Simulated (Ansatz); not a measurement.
ScCu: frozen-core PAW against all-electron methods

```yaml
crystal:
  lattice:
    - [3.25600, 0.01628, 0.01628]
    - [0.01628, 3.25600, 0.01628]
    - [0.01628, 0.01628, 3.25600]
  atoms:
    - { symbol: Sc, position: [0.50000, 0.50000, 0.50000] }
    - { symbol: Cu, position: [0.00000, 0.00000, 0.00000] }
```

Atoms are numbered in the order listed.

The conventional cell has a = 4.582 Å, b = 4.582 Å, c = 5.696 Å, α = 90.00°, β = 90.00°, γ = 120.00°. Around Sc (atom 1) lie 8 Cu at 2.81 to 2.85 Å. Around Cu (atom 2) lie 8 Sc at 2.81 to 2.85 Å.

The cell comes from COD entry 1523972, which wasn't checked; take it as a given geometry. The listed cell was then made from it by scaling, straining or moving an atom.

All numbers are computed: DFT, LDA, PAW with Ansatz's default frozen-core files, scalar-relativistic (Ansatz 0.2.0); DFT, LDA, all-electron PAW with datasets made for the crystal, scalar-relativistic (Ansatz 0.2.0); DFT, LDA, all-electron LAPW, scalar-relativistic (Ansatz 0.2.0).

For PAW: a Γ-centred 11×11×11 k mesh, Fermi–Dirac smearing of 0.05 eV, cutoff 420 eV, no spin polarisation; the PAW files were made with PBE, and the program remakes their frozen cores for this functional. The crystal-made all-electron datasets (AE datasets) take a cutoff of 240 eV at this cell. LAPW targets a basis error of 0.5 meV/atom. The Ansatz runs share mesh, smearing and spin set-up. Plane-wave (PAW) pressures include the program's estimate of the Pulay term.

Stress and pressure are positive in compression.

The change that made this cell: equal xy, yz and zx engineering shear strains of +1 %.

| quantity | PAW | AE datasets | LAPW |
| --- | --- | --- | --- |
| pressure (GPa) | -7.59 | -7.58 | -7.58 |
| stress yz (GPa) | -0.38 | -0.38 | -0.38 |
| stress xz (GPa) | -0.38 | -0.38 | -0.38 |
| stress xy (GPa) | -0.38 | -0.38 | -0.38 |
